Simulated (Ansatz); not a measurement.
LiF:
```cif
data_FLi
_chemical_formula_sum 'Li1 F1'
_space_group_name_H-M_alt 'Pm-3m'
_space_group_IT_number 221
_space_group_name_Hall '-P 4 2 3'
_cell_length_a 2.52322
_cell_length_b 2.52322
_cell_length_c 2.52322
_cell_angle_alpha 90.000
_cell_angle_beta 90.000
_cell_angle_gamma 90.000
loop_
_atom_site_label
_atom_site_type_symbol
_atom_site_symmetry_multiplicity
_atom_site_Wyckoff_symbol
_atom_site_fract_x
_atom_site_fract_y
_atom_site_fract_z
_atom_site_occupancy
Li1 Li 1 a 0.00000 0.00000 0.00000 1
F1 F 1 b 0.50000 0.50000 0.50000 1
```

Relaxed with PBEsol. PBEsol (plane waves, PAW; program Ansatz) gives a gap of 7.73 eV.

### Question
What gap does HSE06 give on the same cell (Ansatz, PAW)?

### Answer
10.09 eV, 2.37 eV more. The hybrid was solved on a coarser mesh and at special points; the gap given is the minimum over both.

| k | v1 PBEsol | c1 PBEsol | v1 HSE06 | c1 HSE06 |
|---|---|---|---|---|
| Γ | -0.72 | 7.73 | -0.75 | 10.09 |
| R | -2.41 | 11.07 | [?] | [?] |
| M | 0.00 | 13.46 | [?] | [?] |
| X | -0.30 | 9.20 | [?] | [?] |

### Question
Top valence (v1) and lowest conduction level (c1) in eV from each method's valence maximum (which need not be a listed point): supply the withheld HSE06 values.

### Answer

- M, v1 HSE06: 0.00
- M, c1 HSE06: 15.88
- X, v1 HSE06: -0.31
- X, c1 HSE06: 11.65
- R, v1 HSE06: -2.53
- R, c1 HSE06: 13.50

Cost on shared cores: the PBEsol run (SCF on a 11×11×11 mesh, then bands and DOS) around 5 core-seconds (rough), the HSE06 run (SCF on 8×8×8, then a few points) around 30 core-seconds (rough); the tasks are unlike.

The workflow started from a Materials Project entry (that database holds measured and hypothetical structures alike); the Crystallography Open Database copy checked does not list it. It is not the phase usual at ambient conditions (space group No. 225). The cell was relaxed with PBEsol under the symmetry of its start. At this level the phase is mechanically unstable.

Potentials: the later of the program's two PAW sets.
